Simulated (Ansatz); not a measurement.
SiGe in space group Cm (No. 8; Pearson symbol mS32), DFT-r²SCAN in the program Ansatz with PAW potentials, all energies at zero smearing, with the estimated change up to a 700 eV cutoff added, with one set of potentials and settings (totals compare only within such a set). Cell of 16 atoms (8 Si, 8 Ge): -39535.681 eV.

| element | reference phase | E (eV/atom) |
|---|---|---|
| Si | Fd-3m, 2 atoms in the cell | -639.0665 |
| Ge | Fd-3m, 2 atoms in the cell | -4302.9121 |

Formation energy per atom, worked out: (-39535.681 − 8×(-639.0665) − 8×(-4302.9121))/16 = 0.009 eV/atom (1 kJ per mol of atoms), at 0 K, without zero-point energy or fitted corrections.

The start of the workflow was typed in or built on a structure type; neither database checked (COD, Materials Project) lists it. Its standing as an ambient phase is unchecked. The r²SCAN relaxation kept the symmetry of its start; whether a distortion lowers the energy is not shown. The references are the lowest solids computed at this level, not always the standard phases.

Potentials: the earlier of the program's two PAW sets. The files were generated under PBE; for other functionals the program regenerates the frozen cores, and for LDA and PBEsol the local potential too.
